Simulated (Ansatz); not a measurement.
TiSi₂:
```xyz
6
Lattice="0.0000 4.0612 4.2219 2.3617 0.0000 4.2219 2.3617 4.0612 0.0000" Properties=species:S:1:pos:R:3 pbc="T T T"
Ti     2.3617     4.0612     4.2219
Ti     3.5425     6.0918     6.3329
Si     2.3617     6.7910     4.2219
Si     2.3617     1.3314     4.2219
Si     1.1808     3.3619     2.1110
Si     1.1808     0.6992     2.1110
```

Relaxed with LDA. Special points in fractions of this cell's reciprocal vectors: Γ (0.000, 0.000, 0.000); Y (0.500, 0.000, 0.500); T (1.000, 0.500, 0.500); Z (0.500, 0.500, 0.000); Σ0 (0.000, 0.413, 0.413); U0 (1.000, 0.587, 0.587); C0 (0.500, 0.244, 0.744); A0 (0.500, 0.756, 0.256); L (0.500, 0.500, 0.500).

Question: List the band energies nearest the Fermi level at these points for LDA (plane waves, PAW; program Ansatz).

Answer: In eV from the Fermi level; about four levels below and three above (degenerate sets whole), none deeper than 8.9 eV; points with the same levels are listed once.

| k | below | above |
|---|---|---|
| Γ | -1.97 -1.71 -1.34 -0.96 | 2.12 3.27 3.55 3.55 |
| Y | -2.34 -2.34 -0.88 -0.88 | 1.32 1.32 3.45 3.45 |
| T | -1.18 -1.18 -0.65 -0.65 | 0.88 0.88 2.39 2.39 |
| Z | -1.52 -1.52 -1.01 -1.01 | 0.77 0.77 3.37 3.37 |
| Σ0 | -2.42 -2.06 -1.33 -0.42 | 0.07 0.09 0.79 |
| C0 | -1.68 -1.68 -1.40 -1.40 | 1.47 1.47 2.25 2.25 |
| L | -2.45 -1.99 -1.09 -0.04 | 0.15 1.07 1.44 |

Space group Fddd. Symmetry was held in the LDA relaxation. No spin polarisation was allowed.

Potentials: the earlier of the program's two PAW sets.
